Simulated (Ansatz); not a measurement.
Structure relaxation of Pb

These are results of Ansatz, DFT PBEsol, scalar-relativistic, plane waves, PAW, not measurements. Cutoff 420 eV, Γ-centred k mesh, Gaussian smearing, no spin polarisation in the final step.

The start is a database structure of Pb, space group P6_3/mmc (No. 194).

```
CELL_PARAMETERS angstrom
3.47159 0.00000 0.00000
-1.73580 3.00649 0.00000
0.00000 0.00000 5.99739
ATOMIC_POSITIONS crystal
Pb 0.33333 0.66667 0.25000
Pb 0.66667 0.33333 0.75000
```

Steps on the 15×15×8 mesh (2 atoms). 4 of 5 steps are shown, and the free energy counts from the last. Trial steps that were taken back and renewals of the plane-wave basis can be among the rows.

```json
{"step": "1", "ΔF (meV/atom)": "17.5", "V (Å³/atom)": "31.30", "P (GPa)": "-1.85"}
{"step": "2", "ΔF (meV/atom)": "1.0", "V (Å³/atom)": "29.86", "P (GPa)": "0.07"}
{"step": "3", "ΔF (meV/atom)": "-0.1", "V (Å³/atom)": "29.83", "P (GPa)": "0.12"}
{"step": "5", "ΔF (meV/atom)": "0.0", "V (Å³/atom)": "29.91", "P (GPa)": "-0.02"}
```

A final relaxation ran on a 15×15×8 mesh. The relaxed crystal, P6_3/mmc (No. 194):

```cif
data_structure
_symmetry_space_group_name_H-M 'P6_3/mmc'
_symmetry_Int_Tables_number 194
_cell_length_a 3.4726
_cell_length_b 3.4726
_cell_length_c 5.7282
_cell_angle_alpha 90.000
_cell_angle_beta 90.000
_cell_angle_gamma 120.000
_cell_volume 59.82
loop_
_atom_site_label
_atom_site_type_symbol
_atom_site_symmetry_multiplicity
_atom_site_Wyckoff_symbol
_atom_site_fract_x
_atom_site_fract_y
_atom_site_fract_z
_atom_site_occupancy
Pb1 Pb 2 c 0.33333 0.66667 0.25000 1
```

| Quantity | Value |
| --- | --- |
| Volume per atom | 29.91 Å³ |
| Density | 11.50 g/cm³ |
| Gap on the 15×15×8 mesh | 0 eV (a metal) |

The final run used a 15×15×8 mesh on its 2-atom cell and 0.10 eV smearing. Spin–orbit coupling is left out.

Symmetry constrained the relaxation, so the result can be a saddle point.